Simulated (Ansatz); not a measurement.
SrGa$_{2}$Au$_{2}$:
```xyz
10
Lattice="4.5209 0.0000 0.0000 0.0000 4.5209 0.0000 0.0000 0.0000 10.4669" Properties=species:S:1:pos:R:3 pbc="T T T"
Sr     0.0000     2.2604     7.8438
Sr     2.2604     0.0000     2.6231
Ga     0.0000     2.2604     1.3079
Ga     2.2604     0.0000     9.1589
Ga     0.0000     0.0000     5.2334
Ga     2.2604     2.2604     5.2334
Au     2.2604     0.0000     6.5799
Au     0.0000     2.2604     3.8870
Au     2.2604     2.2604     0.0000
Au     0.0000     0.0000     0.0000
```

Relaxed with r²SCAN. Special points in fractions of this cell's reciprocal vectors: Γ (0.000, 0.000, 0.000); X (0.000, 0.500, 0.000); M (0.500, 0.500, 0.000); Z (0.000, 0.000, 0.500); R (0.000, 0.500, 0.500); A (0.500, 0.500, 0.500).

Task: List the band energies nearest the Fermi level at these points for r²SCAN in the plane-wave PAW code Ansatz.

Result: In eV from the Fermi level; about four levels below and three above (degenerate sets whole), none deeper than 8.9 eV; points with the same levels are listed once.

```csv
k,below,above
Γ,-0.92 -0.92 -0.46 -0.46 -0.22,0.56 1.68 2.57
X,-3.57 -3.57 -0.52 -0.52,0.48 0.48 0.59 0.59
M,-1.11 -1.11 -0.42 -0.42,4.56 4.56 5.23 5.23
Z,-0.76 -0.76 -0.69 -0.69 -0.22,0.25 0.52 0.55
R,-2.97 -2.97 -1.66 -1.66,0.41 0.41 1.88 1.88
A,-0.96 -0.96 -0.54 -0.54,3.47 3.47 5.56 5.56
```

Space group P4/nmm. The workflow started from a Materials Project entry (that database holds measured and hypothetical structures alike); the Crystallography Open Database copy checked does not list it. Whether it is the stable phase at ambient conditions was not checked. Symmetry was held in the r²SCAN relaxation; its stability against distortions is not shown here. Spin–orbit coupling is left out wherever it is not named.

Potentials: the later of the program's two PAW sets.
